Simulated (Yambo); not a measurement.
Yambo run on Y2CN2O2 (space group P-3m1, No. 164). The wavefunctions are LDA (Quantum ESPRESSO, PseudoDojo norm-conserving, 84 Ry, no spin-orbit coupling) ones on a 3×3×1 mesh (24 occupied bands); a = b = 3.6990 Å, c = 8.1689 Å, α = β = 90.00°, γ = 120.00°.

Yambo input:

```
rim_cut
gw0
dyson
el_el_corr
HF_and_locXC
mpa
em1d
RandQpts= 1000000
RandGvec= 1 Ry
EXXRLvcs= 84 Ry
VXCRLvcs= 336 Ry
Chimod= "HARTREE"
% BndsRnXm
 1 | 146 |
%
NGsBlkXm= 7 Ry
% LongDrXm
 1.0 | 1.0 | 1.0 |
%
EnSampXm= "2l"
EnGridXm= "lP"
% EnRngeXm
 0.0 | 40.0 | eV
%
% ImRngeXm
 2.72114 | 27.21138 | eV
%
% DmRngeXm
 0.02721 | 2.72114 | eV
%
ETStpsXm= 8
IntSolXm= "PT"
% GbndRnge
 1 | 146 |
%
GTermKind= "none"
DysSolver= "n"
ExtendOut
% QPkrange
 1 | 1 | 24 | 25 |
%
```

k points by index: 1 = Γ.

Resulting energies as the program prints them:

```
#    K-point    Band    Eo [eV]    E [eV]    E-Eo [eV]    Vxc [eV]    Vnlxc [eV]    Sc|Eo [eV]    Sc|E [eV]    dSc/dw|Eo [eV]    Re(Z)    Im(Z)
#
    1    24    0.000000    -0.469366    -0.469366    -17.02161    -20.59097    2.968892    3.099992    -7.593826    0.781807    -0.003144
    1    25    3.727195    4.710686    0.983491    -9.135204    -4.388096    -3.579361    -3.763616    -5.095022    0.842287    -0.001714
```
(The two width columns are left out.) Convergence of these settings isn't established.

Geometry of the Materials Project entry, not relaxed at this level.

The structure is a Materials Project entry; no match was found in the copy of COD used, and its stability was not checked.
